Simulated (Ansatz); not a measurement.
Given:

MgIn2O4:
```
CELL_PARAMETERS angstrom
     -3.11972     3.17996     4.42572
      3.11972    -3.17996     4.42572
      3.11972     3.17996    -4.42572
ATOMIC_POSITIONS crystal
  Mg 0.50000 0.50000 0.50000
  Mg 0.50000 0.00000 0.00000
  In 0.88171 0.13171 0.75000
  In 0.11829 0.86829 0.25000
  In 0.00000 0.50000 0.50000
  In 0.50000 0.50000 0.00000
  O  0.26744 0.74278 0.52466
  O  0.73256 0.25722 0.47534
  O  0.71812 0.74278 0.97534
  O  0.28188 0.25722 0.02466
  O  0.26192 0.27569 0.51377
  O  0.73808 0.72431 0.48623
  O  0.26192 0.74815 0.98623
  O  0.73808 0.25185 0.01377
```

This is the PBEsol-relaxed structure. Tensor components refer to the Cartesian frame of this cell.

Task: All from DFT-PBEsol in the program Ansatz with PAW potentials, unless another level is named. Give the static dielectric constant ε0 (ions relaxed, cell fixed).

Result: 11.6 (xx), 10.6 (yy), 10.7 (zz).

Task: Predict the electronic dielectric constant ε∞ (DFPT).

Result: 4.45 (xx), 4.58 (yy), 4.53 (zz).

Task: Predict the Born charges (a third of the trace).

Result: Mg +2.17, In +3.07 to +3.17, O -2.16 to -2.04 e.

Space group Imma. The workflow started from a Materials Project entry (that database holds measured and hypothetical structures alike); the Crystallography Open Database copy checked does not list it. With Mg and In taken as one species the cell has the higher symmetry Fd-3m, so it may be an ordered model of a mixed-site phase. Whether it is the stable phase at ambient conditions was not checked. The PBEsol relaxation kept the symmetry of its start; its stability against distortions is not shown here. Spin–orbit coupling is left out wherever it is not named.

Potentials: the later of the program's two PAW sets.
